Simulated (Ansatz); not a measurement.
Data:

ZrPt3:
```xyz
16
Lattice="5.6881 0.0000 0.0000 -2.8440 4.9260 0.0000 0.0000 0.0000 9.2968" Properties=species:S:1:pos:R:3 pbc="T T T"
Zr     0.0000     0.0000     4.6484
Zr     0.0000     0.0000     0.0000
Zr     0.0000     3.2840     2.3242
Zr     2.8440     1.6420     6.9726
Pt     1.4220     2.4630     4.6484
Pt    -1.4220     2.4630     0.0000
Pt     2.8440     0.0000     4.6484
Pt     1.4220     2.4630     0.0000
Pt    -1.4220     2.4630     4.6484
Pt     2.8440     0.0000     0.0000
Pt     2.8440     3.2494     2.3242
Pt     0.0000     1.6766     6.9726
Pt    -1.3920     4.0877     6.9726
Pt     4.2361     0.8383     2.3242
Pt     1.4520     0.8383     2.3242
Pt     1.3920     4.0877     6.9726
```

This is the r²SCAN-relaxed structure. Tensor components refer to the Cartesian frame of this cell.

### Question
All from r²SCAN in the plane-wave PAW code Ansatz, unless another level is named. Predict the Hill bulk and shear moduli.

### Answer
240 and 107 GPa.

### Question
And the elastic constants (relaxed ions, GPa)?

### Answer
C11 = 394, C12 = 168, C13 = 157, C33 = 405, C44 = 94.0.

Space group P6_3/mmc. The first step of the workflow began from a Materials Project structure, measured or hypothetical; the Crystallography Open Database copy checked does not list it. COD files the formula under space group No. 221. Its standing as an ambient phase is unchecked. The cell was relaxed with r²SCAN under the symmetry of its start; its stability against distortions is not shown here. The run is not spin-polarised. As this level gives no gap, shear constants depend on the k-mesh and smearing (Fermi–Dirac, 0.1 eV here). Scalar-relativistic: spin–orbit coupling is off unless named, which matters more the heavier the elements.

Potentials: the later of the program's two PAW sets.
